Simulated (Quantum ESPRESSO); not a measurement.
V3Hf2Mo2Zr, finding a planted mistake in a log

Simulated, not a measurement. The program is pw.x of Quantum ESPRESSO 7.5 (plane-wave density functional theory). The cell is made up: eight metal atoms on a face-centred cubic lattice, with elements, volume, strain and displacements drawn at random and not relaxed, so it may be unstable or far from any real phase. PseudoDojo standard norm-conserving files set the functional (PBE unless stated); there is no spin polarisation or spin-orbit coupling, the Fermi-Dirac width of 0.25 eV means electrons at about 2900 K, and the masses in the input are unused placeholders. Heavy elements are run without spin-orbit coupling, which real alloys of them have. A spin test at this wide smearing found no moment, but such smearing suppresses magnetism that the real alloy may have.

Intended input:

```
&control calculation='scf', pseudo_dir='./dojo.nc.sr.pbe.v0_5.standard.upf', outdir='./o', disk_io='minimal', tprnfor=.true., tstress=.true. /
&system ibrav=0, nat=8, ntyp=4, nbnd=70, ecutwfc=84.00895049, nosym=.true., tot_charge=0,
 occupations='smearing', smearing='fd', degauss=0.0183746611
/
&electrons conv_thr=1.470e-08, electron_maxstep=70, mixing_beta=0.5 /
ATOMIC_SPECIES
Hf 1.0 Hf.upf
Mo 1.0 Mo.upf
V 1.0 V.upf
Zr 1.0 Zr.upf
CELL_PARAMETERS angstrom
-3.9782 -0.0177 -0.0568
0.0391 -3.9585 4.0433
0.055 6.0176 2.1015
ATOMIC_POSITIONS angstrom
V 0.007 0.0238 0.0164
Hf 0.0926 2.0617 2.0765
Mo -0.0258 -1.93 2.0164
Mo 0.083 -0.0657 4.0851
Hf -1.9344 4.0011 2.0656
Zr -1.9158 0.0334 1.9886
V -1.9488 2.0884 4.1413
V -1.9436 -1.9491 4.0214
K_POINTS automatic
6 5 4 1 1 1
```

The log is shortened where brackets say so; the opening notice, blank lines, dates and the lines on written files are dropped, and the path of the files is cut. It prints rydbergs, bohrs and kilobars, and counts compression as positive stress. Its total energy is the free energy E - TS of the whole cell.

Log of the intended run:

```
     Program PWSCF v.7.5
     Parallel version (MPI & OpenMP), running on       4 processor cores
     Number of MPI processes:                 4
     Threads/MPI process:                     1
     [start-up lines left out]
     bravais-lattice index     =            0
     lattice parameter (alat)  =       7.5185  a.u.
     unit-cell volume          =     876.3321 (a.u.)^3
     number of atoms/cell      =            8
     number of atomic types    =            4
     number of electrons       =       103.00
     number of Kohn-Sham states=           70
     kinetic-energy cutoff     =      84.0090  Ry
     charge density cutoff     =     336.0358  Ry
     scf convergence threshold =      1.5E-08
     mixing beta               =       0.5000
     number of iterations used =            8  plain     mixing
     Exchange-correlation= PBE
                           (   1   4   3   4   0   0   0)
     [axes and pseudopotential details left out]
   Cartesian axes
     site n.     atom                  positions (alat units)
         1        V      tau(   1) = (   0.0017594   0.0059819   0.0041220  )
         2        Hf     tau(   2) = (   0.0232743   0.5181915   0.5219114  )
         3        Mo     tau(   3) = (  -0.0064846  -0.4850898   0.5068057  )
         4        Mo     tau(   4) = (   0.0208614  -0.0165132   1.0267566  )
         5        Hf     tau(   5) = (  -0.4861957   1.0056439   0.5191717  )
         6        Zr     tau(   6) = (  -0.4815207   0.0083948   0.4998184  )
         7        V      tau(   7) = (  -0.4898150   0.5249023   1.0408821  )
         8        V      tau(   8) = (  -0.4885080  -0.4898904   1.0107462  )
     number of k points=    60  Fermi-Dirac smearing, width (Ry)=  0.0184
                       cart. coord. in units 2pi/alat
        k(    1) = (  -0.0854292   0.0363471   0.1348118), wk =   0.0333333
        k(    2) = (  -0.0876995   0.1595343   0.2554374), wk =   0.0333333
     [further k points left out]
     Dense  grid:    91123 G-vectors     FFT dimensions: (  45,  64,  72)
     Estimated max dynamical RAM per process >     349.01 MB
     Estimated total dynamical RAM >       1.30 GB
     Initial potential from superposition of free atoms
     starting charge     102.9879, renormalised to     103.0000
     Starting wfcs are   80 randomized atomic wfcs
     total cpu time spent up to now is        8.7 secs
     per-process dynamical memory:   280.4 Mb
     Self-consistent Calculation
     iteration #  1     ecut=    84.01 Ry     beta= 0.50
     Davidson diagonalization with overlap
     ethr =  1.00E-02,  avg # of iterations =  2.6
     total cpu time spent up to now is       24.9 secs
     total energy              =   -1049.48898712 Ry
     estimated scf accuracy    <       2.13563121 Ry
     iteration #  2     ecut=    84.01 Ry     beta= 0.50
     Davidson diagonalization with overlap
     ethr =  2.07E-03,  avg # of iterations =  4.6
     total cpu time spent up to now is       46.3 secs
     total energy              =   -1048.70782673 Ry
     estimated scf accuracy    <      26.38589086 Ry
     [iterations 3 to 18 left out]
     iteration # 19     ecut=    84.01 Ry     beta= 0.50
     Davidson diagonalization with overlap
     ethr =  1.74E-10,  avg # of iterations =  2.1
     total cpu time spent up to now is      272.7 secs
     total energy              =   -1050.68572217 Ry
     estimated scf accuracy    <       0.00000026 Ry
     iteration # 20     ecut=    84.01 Ry     beta= 0.50
     Davidson diagonalization with overlap
     ethr =  1.74E-10,  avg # of iterations =  1.0
     total cpu time spent up to now is      283.9 secs
     End of self-consistent calculation
     [lines on levels left out]
!    total energy              =   -1050.68572218 Ry
     estimated scf accuracy    <          7.5E-09 Ry
     smearing contrib. (-TS)   =      -0.17849238 Ry
     internal energy E=F+TS    =   -1050.50722979 Ry
     The total energy is F=E-TS. E is the sum of the following terms:
     one-electron contribution =    -231.04324310 Ry
     hartree contribution      =     168.80907794 Ry
     xc contribution           =    -187.60255038 Ry
     ewald contribution        =    -800.67051425 Ry
     convergence has been achieved in  20 iterations
     Forces acting on atoms (cartesian axes, Ry/au):
     atom    1 type  3   force =     0.00319954    0.02295732   -0.05361632
     atom    2 type  1   force =    -0.01991706   -0.03773158    0.01738970
     atom    3 type  2   force =     0.01687930   -0.04184360    0.03615000
     atom    4 type  2   force =     0.00331994    0.02663810    0.00628133
     atom    5 type  1   force =     0.00125664    0.04063008   -0.03139827
     atom    6 type  4   force =    -0.01229112    0.00769961    0.01342404
     atom    7 type  3   force =     0.00254276    0.01141739    0.04608322
     atom    8 type  3   force =     0.00500999   -0.02976732   -0.03431370
     Total force =     0.130443     Total SCF correction =     0.000382
     Computing stress (Cartesian axis) and pressure
          total   stress  (Ry/bohr**3)                   (kbar)     P=      158.21
   0.00105166   0.00000588  -0.00000322          154.71        0.86       -0.47
   0.00000588   0.00107132   0.00001527            0.86      157.60        2.25
  -0.00000322   0.00001527   0.00110339           -0.47        2.25      162.31
     init_run     :      7.78s CPU      8.19s WALL (       1 calls)
     electrons    :    266.25s CPU    275.16s WALL (       1 calls)
     forces       :      2.22s CPU      2.25s WALL (       1 calls)
     stress       :      7.72s CPU      7.72s WALL (       1 calls)
     [timing details left out]
     PWSCF        :   4m44.53s CPU   4m53.95s WALL
     JOB DONE.
```

A second run was made from an input with one planted mistake. Its log:

```
     Program PWSCF v.7.5
     Parallel version (MPI & OpenMP), running on       4 processor cores
     Number of MPI processes:                 4
     Threads/MPI process:                     1
     [start-up lines left out]
     bravais-lattice index     =            0
     lattice parameter (alat)  =       7.5975  a.u.
     unit-cell volume          =     904.2488 (a.u.)^3
     number of atoms/cell      =            8
     number of atomic types    =            4
     number of electrons       =       103.00
     number of Kohn-Sham states=           70
     kinetic-energy cutoff     =      84.0090  Ry
     charge density cutoff     =     336.0358  Ry
     scf convergence threshold =      1.5E-08
     mixing beta               =       0.5000
     number of iterations used =            8  plain     mixing
     Exchange-correlation= PBE
                           (   1   4   3   4   0   0   0)
     [axes and pseudopotential details left out]
   Cartesian axes
     site n.     atom                  positions (alat units)
         1        V      tau(   1) = (   0.0017660   0.0059695   0.0041289  )
         2        Hf     tau(   2) = (   0.0232810   0.5181759   0.5219068  )
         3        Mo     tau(   3) = (  -0.0064918  -0.4850950   0.5068090  )
         4        Mo     tau(   4) = (   0.0208683  -0.0165156   1.0267508  )
         5        Hf     tau(   5) = (  -0.4861894   1.0056338   0.5191708  )
         6        Zr     tau(   6) = (  -0.4815133   0.0084070   0.4998197  )
         7        V      tau(   7) = (  -0.4898208   0.5248915   1.0408786  )
         8        V      tau(   8) = (  -0.4885026  -0.4898955   1.0107327  )
     number of k points=    60  Fermi-Dirac smearing, width (Ry)=  0.0184
                       cart. coord. in units 2pi/alat
        k(    1) = (  -0.0854294   0.0363473   0.1348114), wk =   0.0333333
        k(    2) = (  -0.0877003   0.1595348   0.2554369), wk =   0.0333333
     [further k points left out]
     Dense  grid:    94059 G-vectors     FFT dimensions: (  45,  64,  72)
     Estimated max dynamical RAM per process >     359.20 MB
     Estimated total dynamical RAM >       1.34 GB
     Initial potential from superposition of free atoms
     starting charge     102.9879, renormalised to     103.0000
     Starting wfcs are   80 randomized atomic wfcs
     total cpu time spent up to now is        7.7 secs
     per-process dynamical memory:   281.1 Mb
     Self-consistent Calculation
     iteration #  1     ecut=    84.01 Ry     beta= 0.50
     Davidson diagonalization with overlap
     ethr =  1.00E-02,  avg # of iterations =  2.6
     total cpu time spent up to now is       23.0 secs
     total energy              =   -1049.46085346 Ry
     estimated scf accuracy    <       2.21427912 Ry
     iteration #  2     ecut=    84.01 Ry     beta= 0.50
     Davidson diagonalization with overlap
     ethr =  2.15E-03,  avg # of iterations =  5.0
     total cpu time spent up to now is       43.1 secs
     total energy              =   -1048.67688738 Ry
     estimated scf accuracy    <      28.04676789 Ry
     [iterations 3 to 19 left out]
     iteration # 20     ecut=    84.01 Ry     beta= 0.50
     Davidson diagonalization with overlap
     ethr =  9.16E-11,  avg # of iterations =  3.1
     total cpu time spent up to now is      306.9 secs
     total energy              =   -1050.71012106 Ry
     estimated scf accuracy    <       0.00000014 Ry
     iteration # 21     ecut=    84.01 Ry     beta= 0.50
     Davidson diagonalization with overlap
     ethr =  9.16E-11,  avg # of iterations =  1.1
     total cpu time spent up to now is      320.0 secs
     End of self-consistent calculation
     [lines on levels left out]
!    total energy              =   -1050.71012107 Ry
     estimated scf accuracy    <          3.8E-09 Ry
     smearing contrib. (-TS)   =      -0.18418111 Ry
     internal energy E=F+TS    =   -1050.52593996 Ry
     The total energy is F=E-TS. E is the sum of the following terms:
     one-electron contribution =    -243.08962451 Ry
     hartree contribution      =     172.25229090 Ry
     xc contribution           =    -187.34376133 Ry
     ewald contribution        =    -792.34484503 Ry
     convergence has been achieved in  21 iterations
     Forces acting on atoms (cartesian axes, Ry/au):
     atom    1 type  3   force =     0.00338464    0.02042282   -0.04957791
     atom    2 type  1   force =    -0.01893034   -0.03371499    0.01585597
     atom    3 type  2   force =     0.01546406   -0.03761361    0.03344007
     atom    4 type  2   force =     0.00344397    0.02187451    0.00574043
     atom    5 type  1   force =     0.00146049    0.03745880   -0.02961269
     atom    6 type  4   force =    -0.01166295    0.00548291    0.01391886
     atom    7 type  3   force =     0.00203669    0.01252024    0.04213303
     atom    8 type  3   force =     0.00480344   -0.02643069   -0.03189776
     Total force =     0.119355     Total SCF correction =     0.000234
     Computing stress (Cartesian axis) and pressure
          total   stress  (Ry/bohr**3)                   (kbar)     P=      100.04
   0.00066548   0.00000476  -0.00000773           97.90        0.70       -1.14
   0.00000476   0.00068538   0.00001354            0.70      100.82        1.99
  -0.00000773   0.00001354   0.00068928           -1.14        1.99      101.40
     init_run     :      6.84s CPU      7.28s WALL (       1 calls)
     electrons    :    309.93s CPU    312.36s WALL (       1 calls)
     forces       :      2.93s CPU      2.96s WALL (       1 calls)
     stress       :      9.41s CPU      9.43s WALL (       1 calls)
     [timing details left out]
     PWSCF        :   5m29.63s CPU   5m32.58s WALL
     JOB DONE.
```

Question: the log repeats what the program read. Compare it with the intended run: what was wrong in the second input?

Answer: the cell and the positions are scaled by a wrong factor. The input lines that differ:

```
- -3.9782 -0.0177 -0.0568
- 0.0391 -3.9585 4.0433
- 0.055 6.0176 2.1015
+ -4.02 -0.0179 -0.0574
+ 0.0395 -4.0001 4.0858
+ 0.0556 6.0808 2.1236
- V 0.007 0.0238 0.0164
- Hf 0.0926 2.0617 2.0765
- Mo -0.0258 -1.93 2.0164
- Mo 0.083 -0.0657 4.0851
- Hf -1.9344 4.0011 2.0656
- Zr -1.9158 0.0334 1.9886
- V -1.9488 2.0884 4.1413
- V -1.9436 -1.9491 4.0214
+ V 0.0071 0.024 0.0166
+ Hf 0.0936 2.0833 2.0983
+ Mo -0.0261 -1.9503 2.0376
+ Mo 0.0839 -0.0664 4.128
+ Hf -1.9547 4.0431 2.0873
+ Zr -1.9359 0.0338 2.0095
+ V -1.9693 2.1103 4.1848
+ V -1.964 -1.9696 4.0636
```

|  | intended run | run with the mistake |
| --- | --- | --- |
| free energy (eV) | -14295.308 | -14295.639 |
| entropy term -TS, part of it (eV) | -2.429 | -2.506 |
| pressure (GPa) | 15.82 | 10.00 |
| size of the largest force component (eV/Å) | 1.379 | 1.275 |
| largest change of a force component (eV/Å) |  | 0.122 |
| iterations | 20 | 21 |

For scale, a rerun of the intended cell at a higher cutoff and on a denser mesh moved values by no more than 0.004 eV in energy, 0.07 GPa in stress and 0.005 eV/Å in force, and a second program with other atomic files agreed on that cell to 2 % rms in force and 0.5 GPa in pressure.